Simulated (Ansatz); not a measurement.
## Ag: generalised stacking fault

Method: DFT PBEsol, scalar-relativistic, plane waves, PAW in Ansatz. The runs took a 420 eV cutoff, a Γ-centred 18×18×4 mesh and Gaussian smearing (0.15 eV). No spin polarisation. Energies are free energies at this smearing, counted from the undisturbed cell; pressure is positive in compression.

Zero of the scan (as given, not relaxed at this level; it stands at -2.6 GPa):

```
Ag
1.0
     2.04310   -2.04310    0.00000
     2.04310    0.00000   -2.04310
     8.17240    8.17240    8.17240
Ag
6
Direct
  0.66667 0.66667 0.08332
  0.00000 0.00000 0.91665
  0.33333 0.33333 0.24998
  0.66667 0.66667 0.58332
  0.00000 0.00000 0.41665
  0.33333 0.33333 0.74998
```

The cut lies on the cell's a–b face, a (1 1 1) plane (indices in the standard cell, whose axes needn't be the Cartesian ones shown) of area 7.23 Å², between layers 2.36 Å apart. Vector c is tilted by f times 1·a + 0·b (length 2.889 Å) with the atoms' Cartesian places fixed: one unrelaxed fault a cell. The cell is metallic on the mesh throughout.

```
     f  γ (mJ/m²)
0.0000          0
0.1000         49
0.2000        182
0.3000        359
0.4000        513
0.5000        573
```

(1) Predict the shear traction, the slope of γ along the slip (GPa) at each point.

Answers

(1)
| f | shear traction, the slope of γ along the slip (GPa) |
| --- | --- |
| 0.0000 | 0.0 |
| 0.1000 | 3.3 |
| 0.2000 | 5.7 |
| 0.3000 | 6.2 |
| 0.4000 | 4.0 |
| 0.5000 | 0.0 |